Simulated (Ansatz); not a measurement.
Si12W in space group P6/mmm (No. 191; W on 1a, Si on 12n) under volume change, PBE+D3(BJ) in the plane-wave PAW code Ansatz, shape and atoms relaxed at each volume.

| V (Å³/atom) | E − E(relaxed) (meV/atom) | P (GPa) |
|---|---|---|
| 15.767 | 56.1 | 12.59 |
| 16.287 | 23.4 | 7.66 |
| 16.807 | ? | ? |
| 17.327 | 0.0 | -0.01 |
| 17.847 | 4.9 | -2.95 |
| 18.366 | 18.6 | -5.37 |
| 18.886 | ? | ? |

Q: What belongs in the gaps?

A: 
- 16.807, E − E(relaxed) (meV/atom): 5.5
- 16.807, P (GPa): 3.50
- 18.886, E − E(relaxed) (meV/atom): 39.4
- 18.886, P (GPa): -7.37

Q: What does a third-order Birch–Murnaghan fit give for V₀, B₀ and B′?

A: V₀ = 17.33 Å³/atom, B₀ = 106 GPa, B′ = 4.9.

The start of the workflow was typed in or built on a structure type; neither database checked (COD, Materials Project) lists it. Whether it is the stable phase at ambient conditions was not checked. The cell was relaxed with PBE+D3(BJ) under the symmetry of its start; its stability against distortions is not shown here. No spin polarisation was allowed. Its formation energy is positive at this level, so the cell may be metastable or incomplete. Scalar-relativistic: spin–orbit coupling is off unless named, which matters more the heavier the elements.

Potentials: the earlier of the program's two PAW sets.
